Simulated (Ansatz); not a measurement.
MoS$_{2}$:
```cif
data_Mo3S6
_chemical_formula_sum 'Mo3 S6'
_space_group_name_H-M_alt 'R3m :H'
_space_group_IT_number 160
_space_group_name_Hall 'R 3 -2"'
_cell_length_a 3.18511
_cell_length_b 3.18511
_cell_length_c 19.49360
_cell_angle_alpha 90.000
_cell_angle_beta 90.000
_cell_angle_gamma 120.000
loop_
_atom_site_label
_atom_site_type_symbol
_atom_site_symmetry_multiplicity
_atom_site_Wyckoff_symbol
_atom_site_fract_x
_atom_site_fract_y
_atom_site_fract_z
_atom_site_occupancy
Mo1 Mo 3 a 0.00000 0.00000 0.99978 1
S1 S 3 a 0.00000 0.00000 0.41275 1
S2 S 3 a 0.00000 0.00000 0.25349 1
```
(The calculation used a cell of 3 atoms; values per cell refer to that cell.)

Relaxed with r²SCAN.

Task: Which orbitals make up the states near the band edges in r²SCAN (plane waves, PAW; program Ansatz)?

Result: Top 1 eV of the valence band: Mo 4d 67 %, S 3p 29 %. Bottom 1 eV of the conduction band: Mo 4d 65 %, S 3p 30 %. Projections are on Löwdin-orthogonalised atomic valence shells; empty p or d shells of many metals are not among them.

Task: Tabulate the density of states.

Result: States/eV per cell of 3 atoms, in 0.25 eV bins, energy from the valence-band maximum.

| E (eV) | total | S 3p | Mo 4d | S 3s |
|---|---|---|---|---|
| -7.85 | 0.00 | 0.00 | 0.00 | 0.00 |
| -7.60 | 0.00 | 0.00 | 0.00 | 0.00 |
| -7.35 | 0.00 | 0.00 | 0.00 | 0.00 |
| -7.10 | 0.00 | 0.00 | 0.00 | 0.00 |
| -6.85 | 0.00 | 0.00 | 0.00 | 0.00 |
| -6.60 | 0.56 | 0.37 | 0.12 | 0.02 |
| -6.35 | 1.56 | 1.01 | 0.39 | 0.05 |
| -6.10 | 3.54 | 2.14 | 1.15 | 0.06 |
| -5.85 | 3.00 | 1.79 | 1.05 | 0.05 |
| -5.60 | 2.28 | 1.49 | 0.66 | 0.06 |
| -5.35 | 1.01 | 0.70 | 0.26 | 0.03 |
| -5.10 | 0.80 | 0.55 | 0.21 | 0.02 |
| -4.85 | 2.01 | 1.26 | 0.56 | 0.12 |
| -4.60 | 4.66 | 2.87 | 1.17 | 0.36 |
| -4.35 | 1.94 | 1.15 | 0.54 | 0.13 |
| -4.10 | 2.19 | 1.39 | 0.66 | 0.07 |
| -3.85 | 4.65 | 2.82 | 1.68 | 0.08 |
| -3.60 | 2.20 | 1.38 | 0.74 | 0.03 |
| -3.35 | 1.63 | 0.93 | 0.65 | 0.02 |
| -3.10 | 1.72 | 0.95 | 0.71 | 0.01 |
| -2.85 | 1.96 | 1.17 | 0.70 | 0.02 |
| -2.60 | 3.93 | 2.72 | 1.01 | 0.10 |
| -2.35 | 2.71 | 2.03 | 0.55 | 0.09 |
| -2.10 | 2.59 | 2.11 | 0.35 | 0.05 |
| -1.85 | 1.99 | 1.71 | 0.20 | 0.03 |
| -1.60 | 1.01 | 0.69 | 0.28 | 0.02 |
| -1.35 | 3.66 | 1.19 | 2.29 | 0.06 |
| -1.10 | 2.30 | 0.68 | 1.51 | 0.03 |
| -0.85 | 1.35 | 0.36 | 0.94 | 0.02 |
| -0.60 | 0.47 | 0.15 | 0.31 | 0.01 |
| -0.35 | 0.21 | 0.08 | 0.12 | 0.01 |
| -0.10 | 0.08 | 0.03 | 0.05 | 0.00 |
| 0.15 | 0.00 | 0.00 | 0.00 | 0.00 |
| 0.40 | 0.00 | 0.00 | 0.00 | 0.00 |
| 0.65 | 0.00 | 0.00 | 0.00 | 0.00 |
| 0.90 | 0.00 | 0.00 | 0.00 | 0.00 |
| 1.15 | 0.11 | 0.01 | 0.09 | 0.00 |
| 1.40 | 1.29 | 0.37 | 0.84 | 0.02 |
| 1.65 | 3.70 | 1.04 | 2.49 | 0.04 |
| 1.90 | 3.54 | 1.09 | 2.30 | 0.03 |
| 2.15 | 4.24 | 1.38 | 2.59 | 0.08 |
| 2.40 | 4.06 | 1.49 | 2.30 | 0.10 |
| 2.65 | 2.72 | 1.01 | 1.46 | 0.09 |
| 2.90 | 2.25 | 0.88 | 1.15 | 0.07 |
| 3.15 | 1.92 | 0.78 | 0.96 | 0.06 |
| 3.40 | 1.53 | 0.65 | 0.71 | 0.07 |
| 3.65 | 1.22 | 0.56 | 0.56 | 0.04 |
| 3.90 | 2.62 | 1.22 | 1.19 | 0.09 |
| 4.15 | 1.68 | 0.68 | 0.79 | 0.12 |
| 4.40 | 0.99 | 0.35 | 0.51 | 0.10 |
| 4.65 | 0.13 | 0.04 | 0.07 | 0.01 |
| 4.90 | 0.00 | 0.00 | 0.00 | 0.00 |
| 5.15 | 0.00 | 0.00 | 0.00 | 0.00 |
| 5.40 | 0.00 | 0.00 | 0.00 | 0.00 |
| 5.65 | 0.00 | 0.00 | 0.00 | 0.00 |
| 5.90 | 0.21 | 0.01 | 0.01 | 0.00 |

The r²SCAN relaxation kept the symmetry of its start. The run is not spin-polarised. A crystal of weakly bound layers computed without a dispersion correction: the cell and the soft elastic constants depend strongly on that. Spin–orbit coupling is left out wherever it is not named.

Potentials: the later of the program's two PAW sets.
